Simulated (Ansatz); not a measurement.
BP:
```xyz
4
Lattice="3.1801 0.0000 0.0000 -1.5900 2.7540 0.0000 0.0000 0.0000 7.8722" Properties=species:S:1:pos:R:3 pbc="T T T"
B      0.0000     1.8360     1.9681
P      1.5900     0.9180     1.9681
P      0.0000     1.8360     5.9042
B      1.5900     0.9180     5.9042
```

Relaxed with LDA.

Task: Decompose the optical modes at the zone centre into irreducible representations, and say which are infrared and Raman allowed.

Result: Point group 6/mmm: Γ_opt = A2u + 2B1g + E1u + 2E2g. Infrared: A2u, E1u. Raman: E2g.

Task: Assign frequencies (DFPT, the program Ansatz at the LDA level (PAW); without the LO–TO term).

Result: E2g 30i, B1g 81, A2u 279, B1g 301, E1u 973, E2g 976 cm⁻¹.

Subscripts of B labels follow the axes of the standard setting.

Space group P6_3/mmc. The start of the workflow was typed in or built on a structure type; neither database checked (COD, Materials Project) lists it. It is not the phase usual at ambient conditions (space group No. 216). The LDA relaxation kept the symmetry of its start; phonons show weakly imaginary modes. A crystal of weakly bound layers computed without a dispersion correction: the cell and the soft elastic constants depend strongly on that.

Potentials: the later of the program's two PAW sets.
